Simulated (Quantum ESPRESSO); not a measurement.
**Band energies of GeTe**

```
GeTe
1.0
    2.10780     1.21694     3.69219
   -2.10780     1.21694     3.69219
    0.00000    -2.43387     3.69219
Ge Te
1 1
Direct
  0.00729   0.00729   0.00729
  0.47170   0.47170   0.47170
```

PBE (pw.x of Quantum ESPRESSO, ONCV potentials, no spin-orbit coupling); path ΓLB1,BZΓX,QFP1Z,LP; energies in eV from the valence-band maximum.

```
k (1/Å)  point  band 11  band 12  band 13  band 14  band 15  band 16  band 17  band 18
-------  -----  -------  -------  -------  -------  -------  -------  -------  -------
0.00         Γ   -12.83    -4.97    -1.72    -1.55    -1.55     2.57     3.24     3.24
0.23             -12.68    -5.56    -1.79    -1.60    -1.24     2.38     2.89     2.90
0.45             -12.24    -6.81    -1.83    -1.71    -0.80     1.62     2.12     2.16
0.79             -11.32    -8.53    -1.82    -1.77    -0.29     0.66     0.96     1.37
0.91         L   -11.20    -8.71    -1.83    -1.75    -0.22     0.58     0.84     1.31
1.02             -11.18    -8.68    -2.29    -1.75    -0.56     0.86     0.94     1.94
1.38             -10.90    -8.33    -4.28    -3.28    -1.07     1.21     4.37     4.66
1.62        B1   -10.86    -8.05    -4.50    -4.33    -0.67     1.39     5.18     5.20
1.62         B   -10.86    -8.05    -4.50    -4.33    -0.67     1.39     5.18     5.20
1.84             -11.10    -7.97    -4.41    -3.78    -0.43     1.28     4.79     4.86
2.06             -11.44    -8.15    -3.45    -2.55    -0.35     1.02     3.15     3.83
2.40         Z   -11.68    -8.35    -1.31    -1.31    -0.34     1.02     1.02     1.51
2.61             -11.92    -7.88    -1.37    -1.37    -0.44     1.29     1.29     1.69
2.93             -12.56    -6.18    -1.51    -1.51    -1.02     2.29     2.40     2.40
3.14             -12.80    -5.15    -1.60    -1.54    -1.54     2.54     3.12     3.12
3.25         Γ   -12.83    -4.97    -1.72    -1.55    -1.55     2.57     3.24     3.24
3.45             -12.71    -5.42    -1.86    -1.60    -1.24     2.39     2.78     3.22
3.65             -12.36    -6.40    -2.43    -1.44    -0.77     1.53     1.91     3.45
3.95             -11.52    -7.82    -3.61    -1.65    -0.91     1.23     1.48     4.34
4.15             -11.00    -8.30    -4.32    -2.30    -1.68     2.08     2.35     5.16
4.35         X   -10.86    -8.12    -4.78    -2.89    -2.39     3.14     3.57     5.04
4.35         Q   -10.86    -8.12    -4.78    -2.89    -2.39     3.14     3.57     5.04
4.61             -10.99    -7.55    -4.92    -3.28    -3.06     2.51     4.93     5.56
4.74         F   -11.02    -7.46    -4.90    -3.26    -3.23     2.26     5.19     5.93
4.96             -10.99    -7.72    -4.92    -3.06    -2.76     2.67     4.34     5.45
5.08        P1   -11.00    -7.95    -4.82    -2.84    -2.32     2.90     3.62     5.34
5.17             -11.09    -7.97    -4.74    -2.68    -2.03     2.94     3.28     5.50
5.46             -11.49    -8.19    -3.26    -1.94    -0.89     1.91     1.93     3.66
5.65             -11.66    -8.33    -1.76    -1.41    -0.20     0.91     1.15     2.00
5.75         Z   -11.68    -8.35    -1.31    -1.31    -0.34     1.02     1.02     1.51
5.75         L   -11.20    -8.71    -1.83    -1.75    -0.22     0.58     0.84     1.31
5.85             -11.19    -8.68    -2.08    -1.89    -0.51     0.84     1.31     1.42
6.05             -11.10    -8.48    -3.44    -2.28    -1.37     1.88     2.15     3.33
6.35         P   -11.00    -7.95    -4.82    -2.84    -2.32     2.90     3.62     5.34
```

The PBE gap is 0.58 eV; at least one edge lies off the plotted path, at a point of the SCF mesh. The smallest direct gap is 0.80 eV.

Without spin-orbit coupling, band edges of such heavy elements can be off by tenths of an eV.

Geometry relaxed with PBE+D3(BJ).
